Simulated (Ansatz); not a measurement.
**Question.** C in space group P6_3/mmc (No. 194; C on 12j, C on 12j) is relaxed with r²SCAN+D4 (plane waves, PAW; program Ansatz). What lattice parameters of the conventional cell result?

**Answer.** a = 6.845 Å, c = 6.719 Å.

**Question.** Give the free coordinates with the occupied sites.

**Answer.** In one choice of origin and axes:

| atom | site | symmetry | x | y | z |
|---|---|---|---|---|---|
| C | 12j | m.. | 0.4600 | 0.1266 | 0.2500 |
| C | 12j | m.. | 0.0781 | 0.3333 | 0.2500 |

**Question.** Is it a metal or does it have a gap at this level?

**Answer.** A gap of 0.26 eV.

The start of the workflow was typed in or built on a structure type. Its sites differ from those of the usual phase in this space group: another stacking or structure type. The cell was relaxed with r²SCAN+D4 under the symmetry of its start; its stability against distortions is not shown here.

Potentials: the later of the program's two PAW sets.
